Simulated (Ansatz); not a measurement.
MgCrF6 (space group R-3)

```xyz
8
Lattice="2.5117 1.4501 4.4001 -2.5117 1.4501 4.4001 0.0000 -2.9003 4.4001" Properties=species:S:1:pos:R:3 pbc="T T T"
Mg     0.0000     0.0000     6.6002
Cr     0.0000     0.0000     0.0000
F     -1.5949    -0.2810     7.7430
F      1.5949     0.2810     5.4573
F      0.5541     1.5218     7.7430
F     -0.5541    -1.5218     5.4573
F      1.0408    -1.2407     7.7430
F     -1.0408     1.2407     5.4573
```

Equation-of-state scan: isotropic scaling of the cell above, V₀ being its volume. The atoms relax within the cell's symmetry.

Method: r2SCAN (plane waves to 500 eV, PAW, scalar-relativistic; Ansatz, an electronic-structure program). k mesh 8×8×8 (Γ-centred), Fermi-Dirac smearing 0.05 eV. Energies are smeared free energies. Compression counts positive. With the shape held, the modulus is that of even scaling; a crystal free to change shape is softer. MgCrF6 is run spin-polarised and with no Hubbard U. MgCrF6 was relaxed with its symmetry unable to fall. Relaxed MgCrF6 ends ferromagnetic. The magnetic order is the one the run started from; other orders were not tried. ΔE is measured from the relaxed starting cell.

| V (Å³/atom) | ΔE (meV/atom) |
|---|---|
| 10.818 | 15.7 |
| 11.058 | 9.5 |
| 11.299 | withheld |
| 11.539 | 2.1 |
| 11.779 | 0.5 |
| 12.020 | 0.0 |
| 12.260 | 0.5 |
| 12.501 | 1.8 |
| 12.741 | 3.8 |
| 12.981 | 6.5 |
| 13.222 | 9.8 |

Task: Fit a third-order Birch-Murnaghan form (E₀, V₀, B₀, B₀′ free) to the given rows and predict ΔE at V = 11.299.

Result: Least squares on the 10 given rows: ΔE = E₀ + (9V₀B₀/16)·y²·[2 + (B₀′ − 4)y], y = (V₀/V)^(2/3) − 1, with V₀ = 12.017 Å³/atom, B₀ = 32.67 GPa (160.2 GPa = 1 eV/Å³; the term in eV is multiplied by 1000), B₀′ = 6.22, E₀ = -0.01 meV/atom; root-mean-square residual 0.03 meV/atom. At 11.299 the fit gives 5.1 meV/atom; the calculation gives 5.1 meV/atom, the same to the digits shown. For the pressure the fit gives 2.4 GPa against the computed 2.4 GPa.

(A scan under strain: stresses follow from slopes of the energy per volume, elastic moduli from its curvatures.)
